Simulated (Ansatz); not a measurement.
Input for Ansatz (plane-wave DFT, PAW):

```yaml
crystal:
  lattice:
    - [4.9289851592, 0.0, 0.0]
    - [0.0, 4.9289851592, 0.0]
    - [0.0, 0.0, 4.9289851592]
  atoms:
    - { symbol: Mg, position: [0.0, 0.5, 0.5] }
    - { symbol: Mg, position: [0.5, 0.5, 0.0] }
    - { symbol: Mg, position: [0.5, 0.0, 0.5] }
    - { symbol: Mg, position: [0.0, 0.0, 0.0] }
    - { symbol: O, position: [0.4116861256, 0.0883138744, 0.9116861256] }
    - { symbol: O, position: [0.0883138744, 0.9116861256, 0.4116861256] }
    - { symbol: O, position: [0.9116861256, 0.4116861256, 0.0883138744] }
    - { symbol: O, position: [0.5883138744, 0.5883138744, 0.5883138744] }
    - { symbol: O, position: [0.4116861256, 0.4116861256, 0.4116861256] }
    - { symbol: O, position: [0.0883138744, 0.5883138744, 0.9116861256] }
    - { symbol: O, position: [0.9116861256, 0.0883138744, 0.5883138744] }
    - { symbol: O, position: [0.5883138744, 0.9116861256, 0.0883138744] }
basis:
  ecutwfc: 500
kpoints:
  mp_grid: { grid: [6, 6, 6] }
hamiltonian:
  xc: r2scan
scf:
  occupations: { method: gaussian, width: 0.02 }
output:
  forces: true
  stress: true
  eigenvalues: true
relax:
  adjacent_minimum: "off"
  f_tol: 0.01
  max_steps: 30
```

Launched with
```bash
ansatz run input.yaml --threads 4 --pin off --max-ram 10240MiB --backend cpu --events-out ev --progress --plain --runs-dir out
```

Theory: Ansatz 0.2.0, DFT r2SCAN, scalar-relativistic, plane waves, PAW.

Abridged output:

```
Warning: output.stress: scf.convergence.dr2_threshold = 1e-7 eV (the SCF's general default) is looser than the 1.2e-9 eV advised for a printed stress (1e-10 eV for each atom of the cell: 12). ...
Pseudopotentials: kind: paw
Pseudopotential: Mg, paw, valence charge 10, recommended cutoff 500 eV (meta_gga)
Pseudopotential: O, paw, valence charge 6, recommended cutoff 500 eV (meta_gga)
Functional definition: r2SCAN
Crystal: 12 atoms, lattice volume = 119.749 Å³
Basis set: ecut = 500 eV, 2969 PW (Γ), exchange–correlation on 144×144×144 points (64 copies of the dense FFT grid, shifted against one another)
Bands: 56, of which v1, the nominal top of the filled ones, is band 44 counted from 1 (43 counted from 0)
Symmetry: 24 space group operations
Space group: Pa-3 (ITA 205), of the structure as read, at distance tolerance 4.9e-5 Å
k-points: 24 of 216
Initial density: superposition of atomic densities (neutral atoms: chi_scale 0, normalization atom), corrected by the library's trained network
Initial wavefunctions: pseudopotential atomic-orbital guess
Functional: x = r2scan, c = r2scan; τ floored in thin density (d = 2e-4 eV/Å³)
SCF iter   1: F=—  HF=-12255.477392 eV  |F-HF|=—  |Δ(HF+E_count)|=         —  Δρ=8.71e-3  dr2=2.61e-2  dr2_τ=5.02e-1  ethr=1.77e-3  ⟨swp⟩=6.5  Hψ=5656  notcnv=0
SCF iter   2: F=—  HF=-12255.764922 eV  |F-HF|=—  |Δ(HF+E_count)|=   2.88e-1  Δρ=4.40e-3  dr2=9.56e-3  dr2_τ=8.82e-4  ethr=2.97e-5  ⟨swp⟩=2.9  Hψ=2773  notcnv=0  defer=188
SCF iter   3: F=—  HF=-12255.766841 eV  |F-HF|=—  |Δ(HF+E_count)|=   1.92e-3  Δρ=1.34e-3  dr2=8.96e-4  dr2_τ=1.74e-4  ethr=1.09e-5  ⟨swp⟩=3.0  Hψ=2312  notcnv=0  defer=188
SCF iter   4: F=—  HF=-12255.767082 eV  |F-HF|=—  |Δ(HF+E_count)|=   2.40e-4  Δρ=2.33e-4  dr2=7.07e-5  dr2_τ=7.81e-6  ethr=1.02e-6  ⟨swp⟩=2.0  Hψ=1828  notcnv=0  defer=188
SCF iter   5: F=—  HF=-12255.767097 eV  |F-HF|=—  |Δ(HF+E_count)|=   1.54e-5  Δρ=7.10e-5  dr2=4.56e-6  dr2_τ=4.94e-7  ethr=8.03e-8  ⟨swp⟩=2.5  Hψ=1859  notcnv=0  defer=188
SCF iter   6: F=-12255.767098 eV  HF=-12255.767098 eV  |F-HF|=3.84e-8  |Δ(HF+E_count)|=   1.31e-6  Δρ=9.47e-6  dr2=7.52e-8  dr2_τ=1.04e-8  ethr=2.84e-9  ⟨swp⟩=10.5  Hψ=6075  notcnv=0
SCF 1 converged in 6 iterations: F = -12255.767098 eV  dr2 = 7.52e-8
relax step   1: F+E_penalty+E_count = -12255.76709830 eV  Δ(F+E_penalty+E_count) = +0.000e0 eV  max|allowed force component| = 1.115e-1 eV/Å  Δτ_max = 0.0000 Å  (6 SCF iters, dr2 threshold 2.50e-6 eV, accepted)
Initial density: handed on by an earlier stage of this run
Initial wavefunctions: those handed on with the density
SCF iter   1: F=—  HF=-12255.768932 eV  |F-HF|=—  |Δ(HF+E_count)|=         —  Δρ=1.12e-3  dr2=3.08e-4  dr2_τ=1.47e-3  ethr=3.46e-7  ⟨swp⟩=1.1  Hψ=3314  notcnv=0  defer=188
SCF iter   2: F=—  HF=-12255.769420 eV  |F-HF|=—  |Δ(HF+E_count)|=   4.88e-4  Δρ=5.41e-4  dr2=4.78e-5  dr2_τ=1.43e-5  ethr=3.46e-7  ⟨swp⟩=2.0  Hψ=1808  notcnv=0  defer=188
SCF iter   3: F=—  HF=-12255.769466 eV  |F-HF|=—  |Δ(HF+E_count)|=   4.56e-5  Δρ=1.31e-4  dr2=3.60e-6  dr2_τ=7.27e-7  ethr=5.43e-8  ⟨swp⟩=2.5  Hψ=1821  notcnv=0  defer=188
SCF iter   4: F=-12255.769469 eV  HF=-12255.769469 eV  |F-HF|=4.77e-8  |Δ(HF+E_count)|=   3.39e-6  Δρ=8.80e-6  dr2=4.09e-8  dr2_τ=1.40e-8  ethr=8.83e-10  ⟨swp⟩=8.7  Hψ=5305  notcnv=0
SCF 2 converged in 4 iterations: F = -12255.769469 eV  dr2 = 4.09e-8
relax step   2: F+E_penalty+E_count = -12255.76946930 eV  Δ(F+E_penalty+E_count) = -2.371e-3 eV  max|allowed force component| = 6.183e-2 eV/Å  Δτ_max = 0.0020 Å  (4 SCF iters, dr2 threshold 7.77e-7 eV, accepted)
SCF iter   1: F=—  HF=-12255.769669 eV  |F-HF|=—  |Δ(HF+E_count)|=         —  Δρ=1.39e-3  dr2=4.83e-4  dr2_τ=2.27e-3  ethr=5.36e-6  ⟨swp⟩=2.0  Hψ=2524  notcnv=0  defer=188
SCF iter   2: F=—  HF=-12255.770422 eV  |F-HF|=—  |Δ(HF+E_count)|=   7.53e-4  Δρ=6.70e-4  dr2=7.41e-5  dr2_τ=2.22e-5  ethr=5.49e-7  ⟨swp⟩=2.0  Hψ=2156  notcnv=0  defer=188
SCF iter   3: F=—  HF=-12255.770493 eV  |F-HF|=—  |Δ(HF+E_count)|=   7.10e-5  Δρ=1.66e-4  dr2=5.70e-6  dr2_τ=1.13e-6  ethr=8.42e-8  ⟨swp⟩=3.0  Hψ=1841  notcnv=0  defer=188
SCF iter   4: F=-12255.770499 eV  HF=-12255.770499 eV  |F-HF|=7.72e-8  |Δ(HF+E_count)|=   5.49e-6  Δρ=1.09e-5  dr2=6.36e-8  dr2_τ=2.08e-8  ethr=2.72e-10  ⟨swp⟩=8.0  Hψ=5864  notcnv=0
SCF 3 converged in 4 iterations: F = -12255.770499 eV  dr2 = 6.36e-8
relax step   3: F+E_penalty+E_count = -12255.77049893 eV  Δ(F+E_penalty+E_count) = -1.030e-3 eV  max|allowed force component| = 1.266e-3 eV/Å  Δτ_max = 0.0024 Å  (4 SCF iters, dr2 threshold 2.39e-7 eV, accepted)
SCF iter   1: F=—  HF=-12255.770499 eV  |F-HF|=—  |Δ(HF+E_count)|=         —  Δρ=1.09e-5  dr2=6.36e-8  dr2_τ=2.08e-8  ethr=7.22e-11  ⟨swp⟩=1.0  Hψ=3312  notcnv=0
SCF iter   2: F=-12255.770499 eV  HF=-12255.770499 eV  |F-HF|=2.64e-8  |Δ(HF+E_count)|=   5.91e-8  Δρ=6.57e-6  dr2=2.33e-8  dr2_τ=1.93e-9  ethr=7.22e-11  ⟨swp⟩=3.0  Hψ=3456  notcnv=0
SCF 4 converged in 2 iterations: F = -12255.770499 eV  dr2 = 2.33e-8
relax step   4: F+E_penalty+E_count = -12255.77049893 eV  Δ(F+E_penalty+E_count) = -8.331e-9 eV  max|allowed force component| = 1.258e-3 eV/Å  Δτ_max = 0.0000 Å  (2 SCF iters, accepted)
SCF iter   1: F=—  HF=-12255.770499 eV  |F-HF|=—  |Δ(HF+E_count)|=         —  Δρ=6.57e-6  dr2=2.33e-8  dr2_τ=1.93e-9  ethr=2.65e-11  ⟨swp⟩=1.0  Hψ=3781  notcnv=0
SCF iter   2: F=-12255.770499 eV  HF=-12255.770499 eV  |F-HF|=1.06e-8  |Δ(HF+E_count)|=   1.81e-8  Δρ=4.03e-6  dr2=8.97e-9  dr2_τ=7.23e-10  ethr=2.65e-11  ⟨swp⟩=3.0  Hψ=3166  notcnv=0
SCF 5 converged in 2 iterations: F = -12255.770499 eV  dr2 = 8.97e-9
SCF converged after 2 iterations
Free energy (F): -12255.770499 eV
Harris-Foulkes:  -12255.770499 eV  (|F-HF|=1.06e-8)
Internal energy: -12255.770499 eV  (E = F + TS)
E sigma→0 (E₀):  -12255.770499 eV
Fermi energy:    8.209623 eV
--- Per-component energies (eV) ---
  E_band       = -1475.465363
  E_kinetic    = 1708.485066
  E_local      = -8237.351239  (includes V_loc(G=0)·N_el)
  E_nonlocal   = 763.152556
  E_hartree    = 2846.577975
  E_xc         = -695.760285
  E_vxc        = -1005.335831  (∫ρ·V_xc dr)
  E_paw        = -2461.402136  (= ΣΔE_a)
  E_vpaw       = -463.798433  (= ΣTr[D̂ρ^β])
  E_aug_tail   = 0.008463  (compensation charges beyond the density's cutoff)
  E_vtau       = 66.218320  (kinetic-family band-sum trace: ∫τ·v_τ [+ j·A + Jᵃ·Aᵃ] dr)
  E_ewald      = -6179.120539
  E_core_change = -0.360360  (= ΣΔE_core)
  E_smearing   =  0.000000  (= −TS)
--- Forces (eV/Å), atoms counted from 1 ---
  atom   1  Mg     0.00000000     0.00000000     0.00000000
  atom   2  Mg     0.00000000     0.00000000     0.00000000
  atom   3  Mg     0.00000000     0.00000000     0.00000000
  atom   4  Mg     0.00000000     0.00000000     0.00000000
  atom   5  O     -0.00125724     0.00125724    -0.00125724
  atom   6  O      0.00125724    -0.00125724    -0.00125724
  atom   7  O     -0.00125724    -0.00125724     0.00125724
  atom   8  O      0.00125724     0.00125724     0.00125724
  atom   9  O     -0.00125724    -0.00125724    -0.00125724
  atom  10  O      0.00125724     0.00125724    -0.00125724
  atom  11  O     -0.00125724     0.00125724     0.00125724
  atom  12  O      0.00125724    -0.00125724     0.00125724
--- Stress (GPa, compression-positive) ---
       -7.322617       0.000000       0.000000
        0.000000      -7.322617       0.000000
        0.000000       0.000000      -7.322617
  P = ⅓ Tr σ = -7.3226 GPa (-73.226 kbar)
--- Band table (eV; the first three rows and the last of 24) ---
  k-point 0: bands = ["-69.6599", "-69.6587", "-69.6587", "-69.6587", "-34.7800", "-34.7800", "-34.7800", "-34.7757", "-34.7708", "-34.7708", "-34.7708", "-34.7684", "-34.7684", "-34.7643", "-34.7643", "-34.7643", "-15.9330", "-15.2476", "-15.2476", "-15.2476", "-9.5392", "-9.5392", "-9.5392", "-9.1933", "0.2335", "0.5998", "0.5998", "0.5998", "0.8624", "0.8624", "0.8624", "1.7035", "1.7035", "2.6178", "2.6178", "2.6178", "4.1597", "4.1597", "4.1597", "5.5142", "5.5142", "5.5142", "5.9570", "5.9570", "11.1254", "11.1254", "11.1254", "11.2367", "12.7023", "17.3649", "17.3649", "17.3649", "18.0755", "18.0755", "18.0755", "18.9325"]
  k-point 1: bands = ["-69.6598", "-69.6588", "-69.6588", "-69.6588", "-34.7794", "-34.7794", "-34.7791", "-34.7756", "-34.7714", "-34.7710", "-34.7704", "-34.7689", "-34.7682", "-34.7654", "-34.7647", "-34.7646", "-15.8872", "-15.2932", "-15.2426", "-15.2426", "-9.5406", "-9.5393", "-9.5239", "-9.2249", "0.1014", "0.2383", "0.4489", "0.5380", "1.0053", "1.0322", "1.3003", "1.5890", "1.7808", "2.4630", "2.4892", "2.6238", "4.3003", "4.3538", "4.3757", "5.4907", "5.5001", "5.5785", "5.8716", "5.9485", "10.8407", "11.0077", "11.0900", "11.2021", "13.1830", "17.0142", "17.2892", "17.4421", "17.8418", "18.0497", "18.2188", "18.8949"]
  k-point 2: bands = ["-69.6596", "-69.6590", "-69.6587", "-69.6587", "-34.7779", "-34.7777", "-34.7765", "-34.7755", "-34.7730", "-34.7713", "-34.7702", "-34.7698", "-34.7679", "-34.7677", "-34.7659", "-34.7656", "-15.7617", "-15.4184", "-15.2327", "-15.2326", "-9.5423", "-9.5401", "-9.4767", "-9.3048", "-0.1001", "-0.0719", "0.3126", "0.4105", "1.2179", "1.3011", "1.4065", "1.7662", "1.9236", "2.2098", "2.2309", "2.5736", "4.6732", "4.7525", "4.7852", "5.4116", "5.4232", "5.5977", "5.7148", "5.9143", "10.5302", "10.7417", "11.0326", "11.1160", "14.1031", "16.1275", "17.1408", "17.3409", "17.7788", "18.3290", "18.6305", "18.7871"]
  k-point 23: bands = ["-69.6591", "-69.6591", "-69.6591", "-69.6591", "-34.7828", "-34.7828", "-34.7828", "-34.7828", "-34.7676", "-34.7676", "-34.7676", "-34.7676", "-34.7652", "-34.7652", "-34.7652", "-34.7652", "-15.3665", "-15.3665", "-15.3665", "-15.3665", "-9.5723", "-9.5723", "-9.5723", "-9.5723", "0.5885", "0.5885", "0.5885", "0.5885", "0.6276", "0.6276", "0.6276", "0.6276", "2.5667", "2.5667", "2.5667", "2.5667", "5.2712", "5.2712", "5.2712", "5.2712", "5.4336", "5.4336", "5.4336", "5.4336", "11.0893", "11.0893", "11.0893", "11.0893", "15.8094", "15.8094", "15.8094", "15.8094", "17.6036", "17.6036", "17.6036", "17.6036"]
--- Relaxed structure (4 steps of the walk, 4 accepted, 0 SCFs on fresh bases) ---
  F+E_penalty+E_count = -12255.77049893 eV   max|allowed force component| = 1.258e-3 eV/Å
  atoms:
    - { symbol: Mg, position: [0.0, 0.5, 0.5] }
    - { symbol: Mg, position: [0.5, 0.5, 0.0] }
    - { symbol: Mg, position: [0.5, 0.0, 0.5] }
    - { symbol: Mg, position: [0.0, 0.0, 0.0] }
    - { symbol: O, position: [0.41220299, 0.08779700, 0.91220299] }
    - { symbol: O, position: [0.08779700, 0.91220299, 0.41220299] }
    - { symbol: O, position: [0.91220299, 0.41220299, 0.08779700] }
    - { symbol: O, position: [0.58779700, 0.58779700, 0.58779700] }
    - { symbol: O, position: [0.41220299, 0.41220299, 0.41220299] }
    - { symbol: O, position: [0.08779700, 0.58779700, 0.91220299] }
    - { symbol: O, position: [0.91220299, 0.08779700, 0.58779700] }
    - { symbol: O, position: [0.58779700, 0.91220299, 0.08779700] }
```

The relaxation met its thresholds.

Time: 36 s on 4 threads of Intel(R) Xeon(R) Processor @ 2.50GHz (Skylake/Cascade Lake), with other jobs on the host, peak memory 0.75 GiB.